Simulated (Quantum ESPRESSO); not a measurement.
pw.x input (Quantum ESPRESSO 7.5; PBEsol, PseudoDojo standard norm-conserving files, fully relativistic):

```
&CONTROL
  calculation = 'scf'
  pseudo_dir = './pseudo'
  outdir = './out'
  tprnfor = .true.
  tstress = .true.
/
&SYSTEM
  ibrav = 0
  nat = 4
  ntyp = 2
  ecutwfc = 84.0
  ecutrho = 336.0
  occupations = 'smearing'
  smearing = 'fd'
  degauss = 0.002
  nbnd = 62
  noncolin = .true.
  lspinorb = .true.
/
&ELECTRONS
  conv_thr = 4e-10
/
ATOMIC_SPECIES
Mg 24.3050 Mg.upf
Te 127.6000 Te.upf
CELL_PARAMETERS angstrom
  4.562643614873   0.000000000000   0.000000000000
 -2.281321807436   3.951365278895   0.000000000000
  0.000000000000   0.000000000000   7.404125181000
ATOMIC_POSITIONS crystal
Mg   0.333333333000   0.666666667000   0.996426367600
Mg   0.666666666333   0.333333333667   0.496426367600
Te   0.333333333000   0.666666667000   0.373573632400
Te   0.666666666333   0.333333333667   0.873573632400
K_POINTS automatic
9 9 4 0 0 0
```

End of the output:

```

[...]
     the Fermi energy is     5.3411 ev
!    total energy              =    -655.65573778 Ry
     estimated scf accuracy    <          6.0E-11 Ry
     smearing contrib. (-TS)   =      -0.00000000 Ry
     internal energy E=F+TS    =    -655.65573778 Ry
     The total energy is F=E-TS. E is the sum of the following terms:
     one-electron contribution =    -437.83486438 Ry
     hartree contribution      =     220.54461911 Ry
     xc contribution           =    -128.35152801 Ry
     ewald contribution        =    -310.01396449 Ry
     convergence has been achieved in   9 iterations
     Forces acting on atoms (cartesian axes, Ry/au):
     atom    1 type  1   force =     0.00000000   -0.00000000    0.00016073
     atom    2 type  1   force =    -0.00000000   -0.00000000    0.00016073
     atom    3 type  2   force =     0.00000000    0.00000000   -0.00016073
     atom    4 type  2   force =     0.00000000    0.00000000   -0.00016073
     Total force =     0.000321     Total SCF correction =     0.000044
     SCF correction compared to forces is large: reduce conv_thr to get better values
     Computing stress (Cartesian axis) and pressure
          total   stress  (Ry/bohr**3)                   (kbar)     P=        0.45
   0.00000225  -0.00000000   0.00000000            0.33       -0.00        0.00
  -0.00000000   0.00000225   0.00000000           -0.00        0.33        0.00
   0.00000000   0.00000000   0.00000467            0.00        0.00        0.69
```
In a gapped system the printed Fermi energy is only some level inside the gap.

Geometry relaxed with PBEsol.
